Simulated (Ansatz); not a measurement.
AlRu (CsCl type, Pm-3m) at seven volumes, plane-wave PAW r²SCAN (Ansatz code), scaled uniformly. One row is withheld.

```
V (Å³/atom)  P (GPa)
-----------  -------
12.071         25.63
12.469         15.70
12.867          7.24
13.264          0.05
13.662             ?
14.060        -11.30
14.458        -15.74
```

Q: Fit the shown pressures and predict the withheld one.

A: P = (3/2)B₀(x^(7/2) − x^(5/2))[1 + (3/4)(B′ − 4)(x − 1)] with x = (V₀/V)^(2/3). Least squares on the six rows gives V₀ = 13.268 Å³/atom, B₀ = 221 GPa, B′ = 4.34. At V = 13.662, x = 0.9807 and P = -6.07 GPa. The run itself gave -6.08 GPa.

The r²SCAN relaxation kept the symmetry of its start. The run is not spin-polarised.

Potentials: the earlier of the program's two PAW sets.
